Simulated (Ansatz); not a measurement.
A geometry of P away from equilibrium: the start of the relaxation of a generated trial cell of P in the AFLOW prototype A_oC8_64_f (A11, as in Ga). Level of theory: r2SCAN (plane waves to 500 eV, PAW, scalar-relativistic; Ansatz, a program for electronic structure). Γ-centred k-mesh 7×7×6 on the run's cell (coarser than for final values), Fermi–Dirac smearing 0.05 eV.

```xyz
4
Lattice="2.0638 -3.4956 0.0000 2.0638 3.4956 0.0000 0.0000 0.0000 4.1285" Properties=species:S:1:pos:R:3:forces:R:3 pbc="T T T" free_energy=-3033.300 pressure_GPa=7.9
P      2.0638     1.0829     2.3987    0.0000   -0.0781    0.2799
P      2.0638    -1.0829     1.7298    0.0000    0.0781   -0.2799
P      2.0638    -2.4127     3.7941    0.0000   -0.0781   -0.2799
P      2.0638     2.4127     0.3344    0.0000    0.0781    0.2799
```

Positions in Å, forces in eV/Å, free energy of the cell in eV (comparable only within this code, potentials and settings). Largest force: 0.29 eV/Å, on P1, P2, P3, P4 (atoms numbered as listed); the geometry lies 0.84 eV/atom above the end of its relaxation.

No spin polarisation in the result. No dispersion correction is included, so spacings between layers, chains or molecules are soft and tend to come out too large.

The run could not lose the symmetry of its start.
